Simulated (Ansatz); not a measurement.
TiTeSe in space group P3m1 (No. 156; Ti on 1a, Te on 1c, Se on 1b) under volume change, plane-wave PAW LDA (Ansatz code), shape and atoms relaxed at each volume.

```
V (Å³/atom)  E − E(relaxed) (meV/atom)  P (GPa)
-----------  -------------------------  -------
20.384                            29.2     5.28
21.056                            11.8     3.09
21.728                             2.7     1.34
22.400                             0.0     0.00
23.072                             2.1    -0.96
23.744                             7.6    -1.59
24.416                            15.0    -1.92
```

Problem. What does a third-order Birch–Murnaghan fit give for V₀, B₀ and B′?

Solution. V₀ = 22.41 Å³/atom, B₀ = 36.1 GPa, B′ = 9.8.

The first step of the workflow began from a Materials Project structure, measured or hypothetical; the Crystallography Open Database copy checked does not list it. Its standing as an ambient phase is unchecked. The cell was relaxed with LDA under the symmetry of its start; whether a distortion lowers the energy is not shown. No spin polarisation was allowed. A crystal of weakly bound layers computed without a dispersion correction: the cell and the soft elastic constants depend strongly on that. Spin–orbit coupling is left out wherever it is not named.

Potentials: the later of the program's two PAW sets.
